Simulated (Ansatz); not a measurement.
Values for one crystal, relaxed and computed with DFT-r²SCAN in the program Ansatz with PAW potentials; other levels are named.

```yaml
volume_per_atom: 14.45 Å³
electronic_character: metallic (no gap)
Density of states at the Fermi level: 0.45 states/eV per atom (mean over ±0.08 eV)
Formation energy from the elements (no fitted shifts): -0.60 eV/atom
```

Problem. Pick the material that matches.
(A) Ti10Ga3Sb3, P-62m (Pearson symbol hP16)
(B) MgNi2P, Pnma (Mg on 4c, Ni on 8d, P on 4c)
(C) La3GaBr3, Pm-3m (La on 3c, Ga on 1b, Br on 3d)
(D) Nb2GaC, P6_3/mmc (Nb on 4f, Ga on 2d, C on 2a)

Solution. D, Nb2GaC, P6_3/mmc (Nb on 4f, Ga on 2d, C on 2a)

The first step of the workflow began from a Materials Project structure, measured or hypothetical; the Crystallography Open Database copy checked does not list it. Whether it is the stable phase at ambient conditions was not checked. The cell was relaxed with r²SCAN under the symmetry of its start; its stability against distortions is not shown here. The run is not spin-polarised. The references are the lowest solids computed at this level, not always the standard phases. Scalar-relativistic: spin–orbit coupling is off unless named, which matters more the heavier the elements.

Potentials: the later of the program's two PAW sets.
